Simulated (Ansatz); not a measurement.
An ordered 8-atom cell of In3GaP4 on the zincblende lattice, 8 atoms and 72 valence electrons in a cell of about 195 Å³, was run 8 times in the PAW code Ansatz, each time on 4 threads of Arm Neoverse V1, with other jobs on the host. The times are single readings and vary with the host's load.

```csv
run,k mesh,irreducible k,cutoff (eV),plane waves,bands,SCF iterations,wall time,peak host memory (GiB)
"relaxation, PBE",6×6×2,20,420,3887,44,44,34 s,0.58
"relaxation, r2SCAN",6×6×2,20,500,4971,44,32,38 s,0.89
"bands, PBE",6×6×2,20,420,3799,42,7,16 s,0.75
"single point, r2SCAN",6×6×2,20,500,4971,42,7,12 s,0.83
"single point, HSE06",4×4×2,12,420,3799,42,18,110 s,3
"single point, PBE+SOC",6×6×2,20,420,3799,84,9,52 s,1.9
"field response, r2SCAN",6×6×2,32,500,4971,44,16,4.2 min,2.7
"single point, PBE0",4×4×2,12,420,3799,42,19,110 s,3
```

The slowest run (field response, r2SCAN) took about 22 times as long as the quickest (single point, r2SCAN).

Only the levels marked +SOC include spin-orbit coupling.
